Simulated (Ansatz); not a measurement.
AlNi₃ (Cu3Au type)

```xyz
4
Lattice="3.5191 0.0000 0.0000 0.0000 3.5191 0.0000 0.0000 0.0000 3.5191" Properties=species:S:1:pos:R:3 pbc="T T T"
Ni     0.0000     1.7596     1.7596
Ni     1.7596     1.7596     0.0000
Ni     1.7596     0.0000     1.7596
Al     0.0000     0.0000     0.0000
```

E(V) scan at fixed shape, V₀ the volume above. Symmetry pins the atoms to their sites.

Level of theory: PBEsol (plane waves to 420 eV, PAW, scalar-relativistic; Ansatz, a program for electronic structure). k mesh 13×13×13 (Γ-centred), Fermi-Dirac smearing 0.05 eV. E stands for the smeared free energy. Stress and pressure are positive under compression. AlNi3 was relaxed with its symmetry unable to fall. Relaxed AlNi3 ends ferromagnetic. Other magnetic orders were not checked, so this need not be the ground state. ΔE is measured from the relaxed starting cell. The last digit holds for this mesh only.

```csv
V (Å³/atom),ΔE (meV/atom)
9.806,84.0
9.987,56.4
10.169,34.9
10.351,19.0
10.532,8.2
10.714,2.0
10.895,0.0
11.077,1.9
11.259,7.2
11.440,15.8
11.622,27.3
11.803,withheld
11.985,57.9
```

Problem. Fit a third-order Birch-Murnaghan form (E₀, V₀, B₀, B₀′ free) to the given rows and predict ΔE at V = 11.803.

Solution. Least squares on the 12 given rows: ΔE = E₀ + (9V₀B₀/16)·y²·[2 + (B₀′ − 4)y], y = (V₀/V)^(2/3) − 1, with V₀ = 10.895 Å³/atom, B₀ = 203.2 GPa (160.2 GPa = 1 eV/Å³; the term in eV is multiplied by 1000), B₀′ = 4.57, E₀ = 0.01 meV/atom; root-mean-square residual 0.03 meV/atom. At 11.803 the fit gives 41.4 meV/atom; the calculation gives 41.4 meV/atom, the same to the digits shown. For the pressure the fit gives -13.6 GPa against the computed -13.6 GPa.

(A scan under strain: stresses follow from slopes of the energy per volume, elastic moduli from its curvatures.)
